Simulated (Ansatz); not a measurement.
Method: PBE, no spin polarisation; PAW, plane waves to 420 eV, 4×3×3 Γ-centred mesh, fermi-dirac occupations (width 0.1 eV) (Ansatz 0.2.0), atoms fixed.

Computed maps in the lattice plane spanned by a (left to right, 5.50 Å, 17 points from zero) and b (bottom to top, 6.89 Å, 21 points from zero), 67° apart, at height 0.287 along c. The fields are smooth PAW ones with compensation charges, not the true ones near nuclei.

Valence density. Digits on a logarithmic scale: 0 up to 0.03 e/Å³, each further digit a factor of 1.6, 9 from 1.3 e/Å³ up:
```
23456776542100112
44445555432112344
77533344321113567
99842222210024799
99853111100014799
99853101111113699
99863113444312479
99753224677542257
56642235899963224
23332135899995311
01111124799997410
01110013589997420
22222111357998521
34444321124688532
45665532112355433
56777754200022233
57899875320000123
57899987531000013
46899998642000002
35789998642000001
24678987642100001
```

ELF. Ten even steps from '0' (0.01) to '9' (0.97):
```
01577777874000000
42147888862001334
99612677641004677
99940133210016888
69971000000005886
26751000000002785
67861001232100377
78861003566630036
56651016777873002
12220017874786100
00000016883487300
00000003787787400
13443100367999500
46777520014899600
67878873000378402
77766787300012114
77655677730000015
77643467762000026
77642256774000015
67654356775100002
26766566775100000
```

The cell is LiH4IO2. Which atoms lie within 0.2 Å of this plane, and where (fractions of a and b)?

O at (0.98, 0.71), O at (0.61, 0.48), H at (0.07, 0.81), H at (0.73, 0.36). The whole cell:
```
CELL_PARAMETERS angstrom
5.49521 0.00000 0.00000
2.69136 6.34663 0.00000
1.13247 3.11264 6.19248
ATOMIC_POSITIONS crystal
I 0.25309 0.13252 0.22338
I 0.74691 0.86748 0.77662
Li 0.29700 0.40600 0.48000
Li 0.70300 0.59400 0.52000
O 0.98500 0.70670 0.30800
O 0.01500 0.29330 0.69200
O 0.60600 0.48250 0.30720
O 0.39400 0.51750 0.69280
H 0.97916 0.71055 0.16786
H 0.02084 0.28945 0.83214
H 0.07180 0.81468 0.28717
H 0.92820 0.18532 0.71283
H 0.56466 0.62891 0.17262
H 0.43534 0.37109 0.82738
H 0.72709 0.36316 0.26389
H 0.27291 0.63684 0.73611
```

Origin: a database entry at a rescaled volume.
